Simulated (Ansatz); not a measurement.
**Rocksalt alloy of MgO and CdO (52 of 64 Mg sites exchanged), 128 atoms**

Ansatz, PAW, plane waves. PBEsol relaxation of volume and atoms (shape held) at the single k point (½, ½, ½); single points on the relaxed atoms at the Γ point alone, onto which points of the small cell's zone fold. Arrangement: quasirandom. No spin–orbit coupling unless named.

Relaxed structure:

```
CELL_PARAMETERS angstrom
0.00000 9.23484 9.23484
9.23484 0.00000 9.23484
9.23484 9.23484 0.00000
ATOMIC_POSITIONS crystal
O 0.38150 0.11830 0.13401
O 0.88758 0.11167 0.12353
O 0.12550 0.37393 0.37561
O 0.37390 0.62443 0.12491
O 0.37444 0.12432 0.62466
O 0.62720 0.37271 0.37395
O 0.88742 0.62684 0.11301
O 0.86825 0.13080 0.63333
O 0.11790 0.88272 0.36626
O 0.12405 0.37670 0.87697
O 0.37222 0.62649 0.62549
O 0.61428 0.88654 0.37418
O 0.63265 0.36548 0.86972
O 0.87565 0.62462 0.62451
O 0.11047 0.87601 0.88869
O 0.62694 0.87444 0.87532
O 0.12061 0.37994 0.11573
O 0.38959 0.11050 0.37563
O 0.62787 0.37123 0.12427
O 0.88126 0.11783 0.36519
O 0.11827 0.89494 0.11577
O 0.13359 0.36361 0.63649
O 0.37513 0.62683 0.37471
O 0.62512 0.88936 0.12501
O 0.36709 0.13037 0.87047
O 0.62281 0.36103 0.63935
O 0.87271 0.62584 0.37702
O 0.86965 0.11666 0.88549
O 0.12589 0.87600 0.62399
O 0.38101 0.63414 0.86645
O 0.61141 0.87599 0.62372
O 0.88179 0.61910 0.88194
O 0.12451 0.12561 0.37501
O 0.37422 0.37670 0.12210
O 0.61816 0.11580 0.38409
O 0.88263 0.38395 0.11662
O 0.12460 0.62331 0.37480
O 0.36754 0.88562 0.11223
O 0.13439 0.12054 0.87829
O 0.37501 0.35974 0.64071
O 0.62633 0.62384 0.37532
O 0.88095 0.87990 0.10807
O 0.63240 0.12867 0.87079
O 0.86704 0.36498 0.63533
O 0.11280 0.62773 0.88719
O 0.38619 0.87591 0.62745
O 0.61677 0.63427 0.86591
O 0.87194 0.87667 0.62719
O 0.12579 0.11165 0.12375
O 0.62629 0.11014 0.12533
O 0.11752 0.63370 0.11712
O 0.12534 0.12333 0.62599
O 0.37540 0.37485 0.37350
O 0.62345 0.62807 0.12441
O 0.61825 0.13064 0.63505
O 0.87420 0.37405 0.37580
O 0.12557 0.62778 0.62332
O 0.38322 0.88170 0.36573
O 0.38221 0.36530 0.86939
O 0.61805 0.63214 0.63111
O 0.88255 0.88191 0.36637
O 0.87297 0.37427 0.87662
O 0.37308 0.87590 0.87591
O 0.87340 0.87579 0.89058
Mg 0.99832 0.99660 0.00301
Mg 0.00064 0.50203 0.99941
Mg 0.49959 0.99805 0.50089
Mg 0.25220 0.24592 0.75282
Mg 0.74660 0.24708 0.75372
Mg 0.00250 0.00000 0.24389
Mg 0.50368 0.99944 0.24960
Mg 0.99714 0.75278 0.00096
Mg 0.24607 0.00259 0.99833
Mg 0.75198 0.99917 0.00156
Mg 0.49913 0.24979 0.75034
Mg 0.49880 0.75353 0.74708
Cd 0.49987 0.00522 0.99653
Cd 0.99775 0.00239 0.49932
Cd 0.25139 0.24829 0.25002
Cd 0.50216 0.49967 0.99561
Cd 0.75362 0.24617 0.24750
Cd 0.00001 0.49512 0.50503
Cd 0.24692 0.75469 0.24562
Cd 0.49972 0.49505 0.50481
Cd 0.75172 0.75377 0.24667
Cd 0.24744 0.75323 0.75312
Cd 0.74845 0.75000 0.75009
Cd 0.24978 0.24615 0.00117
Cd 0.75124 0.24302 0.00251
Cd 0.99975 0.50095 0.24772
Cd 0.24672 0.75453 0.00012
Cd 0.99705 0.00015 0.75445
Cd 0.25351 0.24621 0.50031
Cd 0.49979 0.49987 0.25016
Cd 0.75065 0.75247 0.00218
Cd 0.49751 0.00083 0.75033
Cd 0.75017 0.24752 0.50138
Cd 0.00158 0.49854 0.75188
Cd 0.24998 0.75435 0.49530
Cd 0.50030 0.49870 0.75050
Cd 0.74754 0.75479 0.49729
Cd 0.00200 0.24865 0.99949
Cd 0.25017 0.00044 0.24739
Cd 0.50259 0.24656 0.99927
Cd 0.75160 0.99772 0.24800
Cd 0.99833 0.24915 0.50221
Cd 0.24791 0.50207 0.24773
Cd 0.49789 0.75234 0.99792
Cd 0.24891 0.99856 0.75318
Cd 0.49911 0.24769 0.50279
Cd 0.75321 0.50190 0.24711
Cd 0.75033 0.00018 0.75462
Cd 0.00028 0.75132 0.49803
Cd 0.24801 0.49958 0.75303
Cd 0.49981 0.75199 0.50016
Cd 0.74845 0.49911 0.75040
Cd 0.00194 0.24831 0.24588
Cd 0.25055 0.50175 0.99550
Cd 0.25508 0.99831 0.50007
Cd 0.50210 0.24453 0.24985
Cd 0.75014 0.50233 0.99784
Cd 0.74588 0.99990 0.50254
Cd 0.99995 0.75506 0.24461
Cd 0.00012 0.24372 0.75675
Cd 0.25190 0.49629 0.50358
Cd 0.50033 0.75593 0.24523
Cd 0.74594 0.49798 0.50582
Cd 0.99782 0.75126 0.75458
```

(1) What are the mean bond lengths by pair (pairs within 1.2 times the sum of covalent radii, less contacts 15 % beyond the pair's median; cation–cation pairs of compounds aside; long ionic contacts are cut short by that bound)?

(2) What gap lies between the top filled and the lowest empty level in the single points?

Answers

(1) Cd–O 2.335 ± 0.041 Å (standard deviation, 312 bonds); Mg–O 2.205 ± 0.059 Å (standard deviation, 72 bonds).

(2) HSE06 1.27 eV (80 s on NVIDIA GB200).
